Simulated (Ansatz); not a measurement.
## RbVF3 (Pm-3m): does the start matter?

Level of theory: LDA+U, U_eff = 4.0 eV (Dudarev form) on V d, fully localised double counting, scalar-relativistic datasets, 420 eV, PAW set soft_2 (made for PBE), 5×5×5 mesh, Gaussian smearing of 0.05 eV; plane-wave PAW code Ansatz.

```
CELL_PARAMETERS angstrom
4.18200 0.00000 0.00000
0.00000 4.18200 0.00000
0.00000 0.00000 4.18200
ATOMIC_POSITIONS crystal
Rb 0.00000 0.00000 0.00000
V 0.50000 0.50000 0.50000
F 0.50000 0.50000 0.00000
F 0.00000 0.50000 0.50000
F 0.50000 0.00000 0.50000
```

The structure is that of a cell as deposited in COD, unrelaxed.

Cell and atoms stay fixed, and the cell was started in 11 ways, without spin–orbit coupling. The starts were built for 3 d electrons on V, a formal count that the converged states needn't keep. Starting moments of the plain starts: V2 3.00 μB (atoms counted from 1).

Problem. How many distinct unconstrained states are reached, over what range, and what is the lowest like? The starts that converged:
- total moment held at first, then free, 1.50 μB per cell
- total moment locked at zero, no site moments, 0.00 μB per cell (constrained)
- total moment locked, 3.30 μB per cell (constrained)
- ferromagnetic start, free, default search
- ferromagnetic start, free, natural orbitals of the symmetric run filled by rank
- no spin polarisation
- ferromagnetic start, free, symmetry kept, no search
- site moments held at V2 2.14 μB (constrained)
- total moment locked, 2.70 μB per cell (constrained)
- site moments held at V2 1.80 μB (constrained)
- total moment locked, 0.75 μB per cell (constrained)

Solution. 1 distinct free state (told apart by 2 meV/atom, or by moments or gap). The lowest has 3 d electrons in filled orbitals, 3 of them unpaired, the high-spin filling, a gap of 2.79 eV and a whole-number cell moment of 3 μB, as a collinear insulator must have; it came from: ferromagnetic start, free, symmetry kept, no search; ferromagnetic start, free, natural orbitals of the symmetric run filled by rank; total moment held at first, then free, 1.50 μB per cell; ferromagnetic start, free, default search.

Energies count from the lowest free state found; constrained states (a lock kept on the moments, or spin off) can lie above or below free ones. A natural orbital (eigenvector of a shell's occupation matrix) is counted as filled above 0.75 (0.9 in a metal) and as partly filled from 0.35 up to that; ↑ and ↓ are the spin channels.

| state | reached from | ΔE (meV/atom) | gap (eV) | P (GPa) | cell spin moment (μB) | site spin moments (μB) | shell filling | Hubbard energy (eV/cell) | flags |
| --- | --- | --- | --- | --- | --- | --- | --- | --- | --- |
| 1 | ferromagnetic start, free, symmetry kept, no search; ferromagnetic start, free, natural orbitals of the symmetric run filled by rank; total moment held at first, then free, 1.50 μB per cell; 1 more | 0.0 | 2.79 | -3.8 | 3.00 | V 2.25 | V 3↑ 0↓, 3.50 e | 0.94 | – |
| 2 | site moments held at V2 2.14 μB (constrained) | 16.5 | 2.12 | – | 3.00 | V 2.15 | V 3↑ 0↓, 3.52 e | 1.00 | – |
| 3 | total moment locked, 2.70 μB per cell (constrained) | 125.7 | metal | -3.5 | 2.70 | V 2.16 | V 3↑ 0↓, 3.42 e | 1.24 | – |
| 4 | site moments held at V2 1.80 μB (constrained) | 199.4 | metal | – | 2.77 | V 1.80; F 0.08 | V 3↑ 0↓, 3.57 e | 1.47 | lock stalled near its target |
| 5 | total moment locked, 3.30 μB per cell (constrained) | 225.5 | metal | -1.6 | 3.30 | V 2.31; F 0.07 | V 3↑ 0↓, 3.56 e | 1.04 | – |
| 6 | total moment locked, 0.75 μB per cell (constrained) | 721.0 | metal | -8.3 | 0.75 | V 0.59 | V 0↑(+3 partly) 0↓(+3 partly), 3.62 e | 3.52 | – |
| 7 | total moment locked at zero, no site moments, 0.00 μB per cell (constrained) | 770.1 | metal | -8.5 | 0.00 | under 0.05 | V 0↑(+3 partly) 0↓(+3 partly), 3.63 e | 3.70 | – |
| 8 | no spin polarisation | 770.1 | metal | -8.5 | 0.00 | under 0.05 | V 0 filled, 3 partly in each spin, 3.63 e | 3.70 | – |

Natural occupations of the lowest free state (state 1): V2 spin up: 0.11 0.11 1.00 1.00 1.00; V2 spin down: 0.04 0.04 0.04 0.09 0.09. Since all bands are wholly filled or empty, the fractional occupations (0.09, 0.11) come from mixing of the shell with the neighbours' orbitals (covalency), not from partly filled bands. The Hubbard potential on a natural orbital is U(½ − λ), so on V2 an orbital at λ = 1.00 is pushed 3.5 eV below one at λ = 0.11 of the same spin (U × 0.89). The gap is 2.79 eV; it is smaller, since bands have width and a band edge can belong to other orbitals than these. The crystal field splits d orbitals too, which this count leaves out.

All 4 free starts end within 3 meV/atom of the lowest, so here the result hardly hangs on the start.

With one V ion in the cell, V moments can't oppose each other.

In the lowest free state the fixed cell carries a pressure of -3.8 GPa (the cell is larger than this level of theory would relax to); relaxing would change energies and could change the order of close states.

Other starts might reach a lower state still. For metallic states the mesh is coarse, so energy differences carry some meV/atom. U wasn't fitted or computed for this material, so the results show what this U gives and needn't match the real solid. Stress under a held lock on site moments or directions isn't converged. Gaps are Kohn–Sham gaps over the k-mesh alone and may be smaller between its points. Site moments are integrated in small spheres and here fall short of the shell's N↑ − N↓.
